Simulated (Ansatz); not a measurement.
Rb2NaAs6Rh: reading a single point

```
CELL_PARAMETERS angstrom
0.00000 4.66154 4.66154
4.66154 0.00000 4.66154
4.66154 4.66154 0.00000
ATOMIC_POSITIONS crystal
Na 0.50000 0.50000 0.50000
Rh 0.00000 0.00000 0.00000
Rb 0.25000 0.25000 0.25000
Rb 0.75000 0.75000 0.75000
As 0.76600 0.23400 0.23400
As 0.23400 0.76600 0.23400
As 0.23400 0.76600 0.76600
As 0.76600 0.23400 0.76600
As 0.23400 0.23400 0.76600
As 0.76600 0.76600 0.23400
```

The numbers come from plane-wave PAW DFT (Ansatz): PBE, no spin polarisation, 420 eV, 6×6×6 Γ-centred k points, fermi-dirac occupations (width 0.1 eV). Nothing was relaxed.

Task: What does the stress say?

Result: The pressure is 27.3 GPa (compression positive), so with the atoms held at these fractions the cell would first expand; the forces are large, so a full relaxation may end otherwise.

Task: Describe some of the short contacts.

Result: Rh–As at 2.18 Å: least valence density 0.82 e/Å³ and ELF 0.42 there. Na–As at 2.48 Å: least valence density 0.19 e/Å³ and ELF 0.06 there. Rb–As at 3.30 Å: least valence density 0.10 e/Å³ and ELF 0.06 there. Both are smooth PAW fields, read partly inside the augmentation spheres.

Task: What is the formation energy?

Result: 0.70 eV an atom against the elements' usual phases (free molecules for gases, crystals otherwise, with no correction for O₂ or N₂), so at this geometry it isn't bound against them. Relaxing would lower it.

Task: Is there a gap?

Result: It is a metal, with about 6.8 states/eV a cell as the mean within 0.25 eV of the Fermi level, mostly As p (84 %).

Task: Give the Bader charges.

Result: Bader charges in e: Rb +0.63, Na +0.75, As -0.21, Rh -0.73. In the mean Na gives up most and Rh takes most.

Origin: a known structure type with other elements, at an estimated volume, so it need not be a known compound. Caveats: many states at the Fermi level without spin polarisation, so a magnetic state may lie lower; atoms or cell far from equilibrium.
